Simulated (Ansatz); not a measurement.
# Elastic constants of Cs₃TeF at -1.1 GPa (stress–strain coefficients): input and output

Computed with Ansatz 0.2.0, DFT PBE, scalar-relativistic, plane waves, PAW.

Launched with:
```bash
ansatz run input.yaml --threads 1 --pin off --max-ram 1228MiB --backend cpu --events-out ev --progress --plain --runs-dir out
```

Input (bare energies are in eV):
```yaml
crystal:
  lattice:
    - [6.0906, 0.0, 0.0]
    - [0.0, 6.0906, 0.0]
    - [0.0, 0.0, 6.0906]
  atoms:
    - { symbol: Te, position: [0.0, 0.0, 0.0] }
    - { symbol: F, position: [0.5, 0.5, 0.5] }
    - { symbol: Cs, position: [0.5, 0.5, 0.0] }
    - { symbol: Cs, position: [0.5, 0.0, 0.5] }
    - { symbol: Cs, position: [0.0, 0.5, 0.5] }
basis:
  ecutwfc: 420
kpoints:
  mp_grid: { grid: [6, 6, 6] }
hamiltonian:
  xc: pbe
scf:
  occupations: { method: fixed }
output:
  forces: true
  stress: true
  eigenvalues: true
elastic:
  mode: relaxed_ion
  stencil: two_point
```

From the output:
```
--- Elastic constants: 2 strain directions × 2 members + reference (group order 48) ---
  dense FFT box of the reference and of every strained cell: 45×45×45
  strains applied: 11, 23; error gains: componentwise 1.00 (the most a stress slope's error grows in a printed constant), spectral 1.73 (1 for all six strains in a standard setting)
  C = ∂σ_k/∂η_j (tension-positive GPa; Voigt order 11 22 33 23 13 12):
        19.411      4.675      4.675     -0.000     -0.000     -0.000
         4.675     19.411      4.675     -0.000     -0.000     -0.000
         4.675      4.675     19.411     -0.000     -0.000     -0.000
        -0.000     -0.000     -0.000      6.275      0.000      0.000
        -0.000     -0.000      0.000     -0.000      6.275     -0.000
        -0.000     -0.000      0.000      0.000      0.000      6.275
  reference stress σ⁰ (GPa):      1.058      1.058      1.058     -0.000      0.000     -0.000
  C* (energy form; C + prestress term) asymmetry max|C*_kj − C*_jk| = 8.882e-16 GPa — a small one proves nothing (zero by symmetry where the batch's group is 432, −43m or m−3m); a large one is finite-difference/SCF noise where every solve ...
  moduli (Voigt/Reuss/Hill, GPa): K = 9.59/9.59/9.59   G = 6.71/6.67/6.69   E = 16.29   ν = 0.217
  mechanically stable: yes (min eigenvalue of sym C = 6.27 GPa)
  strain η (Voigt 11):  stress-route row diagonal C_11 = 19.41 GPa, energy-path curvature d²(F+E_count+ΔE)/dδ²/Ω₀ = 19.44 GPa
         δ    σ_11 (GPa) F (eV) n_scf n_hpsi n_pw
    -2.000e-3       1.0183      -24806.1735575      10   25680   4436   relax 0 steps, max|allowed force component| 1.94e-29 eV/Å
     2.000e-3       1.0959      -24806.1675950       8   21987   4468   relax 0 steps, max|allowed force component| 1.92e-29 eV/Å
  strain η (Voigt 23):  stress-route row diagonal C_44 = 6.27 GPa, energy-path curvature d²(F+E_count+ΔE)/dδ²/Ω₀ = 5.80 GPa
         δ    σ_23 (GPa) F (eV) n_scf n_hpsi n_pw
    -2.000e-3      -0.0125      -24806.1706161       9   31273   4452   relax 0 steps, max|allowed force component| 8.84e-30 eV/Å
     2.000e-3       0.0125      -24806.1706161       7   25984   4452   relax 0 steps, max|allowed force component| 1.99e-29 eV/Å
```

The cell is the ideal cubic antiperovskite prototype; whether it is the stable structure of this composition wasn't checked.